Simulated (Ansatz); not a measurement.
Ge:
```
CELL_PARAMETERS angstrom
      0.00000     2.83598     2.83598
      2.83598     0.00000     2.83598
      2.83598     2.83598     0.00000
ATOMIC_POSITIONS crystal
  Ge 0.00000 0.00000 0.00000
  Ge 0.25000 0.25000 0.25000
```

r²SCAN in the plane-wave PAW code Ansatz gives a gap of 0.37 eV without spin–orbit coupling, maximum at Γ, minimum at Γ.

Question: What happens when spin–orbit coupling is switched on?

Answer: The gap shrinks by 0.09 eV, to 0.28 eV; maximum at Γ, minimum at Γ.

Question: How large is the spin–orbit splitting of the valence top at Γ?

Answer: The fourfold level lies 0.29 eV above the split-off pair.

Question: Give the electron effective mass with spin–orbit coupling.

Answer: 0.015 mₑ (isotropic).

Question: Give the hole effective mass with spin–orbit coupling, band 1 of 2 at the edge.

Answer: 0.20 along [100], 0.37 along [110], 0.50 along [111] (mₑ).

Question: Give the hole effective mass with spin–orbit coupling, band 2 of 2 at the edge.

Answer: 0.019 along [100], 0.018 along [110], 0.018 along [111] (mₑ).

Question: Give the Z2 indices of the occupied bands with spin–orbit coupling.

Answer: 0;(000).

Space group Fd-3m (diamond). The cell was relaxed with r²SCAN under the symmetry of its start; phonons on a q-mesh show no instability.

Potentials: the earlier of the program's two PAW sets.
